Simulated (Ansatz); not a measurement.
# Relaxing a structure of C

The start is a relaxed C cell deformed by the Cartesian strain tensor (xx, yy, zz, yz, xz, xy) = (0.020, -0.016, -0.113, 0.056, 0.094, -0.044). A full variable-cell relaxation at zero pressure is run with PBE (plane waves to 420 eV, PAW, scalar-relativistic; Ansatz, an electronic-structure program). First-step values are on the input's coarse k-mesh.

Ansatz input (later rounds restart from its end on a renewed k-mesh):
Ansatz 0.2 input:
```yaml
crystal:
  lattice:
    - [0.0901828062, 1.857230068, 1.6840076482]
    - [1.9893791305, 0.0223224768, 1.7518679776]
    - [1.743831886, 1.6795431528, 0.2678697213]
  atoms:
    - { symbol: C, position: [0.5, 0.5, 0.5] }
    - { symbol: C, position: [0.75, 0.75, 0.75] }
basis: { ecutwfc: 420, ecutrho_ratio: 4, xc_grid: 2, fft_grid_basis: typed }
kpoints: { mp_grid: { grid: [12, 11, 13] } }
hamiltonian:
  xc: pbe
  dispersion: none
  pseudopotentials: { azcp: { folder: ./paw }, kind: paw }
scf: { occupations: { method: fermi_dirac, width: 0.05 } }
relax: { f_tol: 0.01, max_steps: 100, cell: { stress_tol: 0.02 } }
output: { forces: true, stress: true }
```

Which atoms feel the largest initial force, and how large is it?

5.54 eV/Å, on C1, C2 (atoms numbered as listed).

By how much does the energy per atom fall from start to end?

1.15 eV/atom.

How does the volume per atom move from start to end?

+14.1 %, from 4.99 to 5.70 Å³/atom.

Is the parent structure recovered?

It relaxes back to the parent, Fd-3m (No. 227).

How do the shortest distances between atoms change?

The closest pairs of elements (up to four, under 3.6 Å), start → end: C–C 1.30 → 1.55 Å.

Relaxed structure:

Space group Fd-3m, origin choice 1 (No. 227); a = 3.5716 Å, b = 3.5716 Å, c = 3.5716 Å, α = 90.00°, β = 90.00°, γ = 90.00°

| atom | site | symmetry | x | y | z |
|---|---|---|---|---|---|
| C | 8b | -43m | 0.5000 | 0.5000 | 0.5000 |
(The calculation used a cell of 2 atoms; values per cell refer to that cell.)

Final values are on a 16×16×16 k-mesh of the relaxed cell. No spin polarisation in the result.

The run could not lose the symmetry of its start.
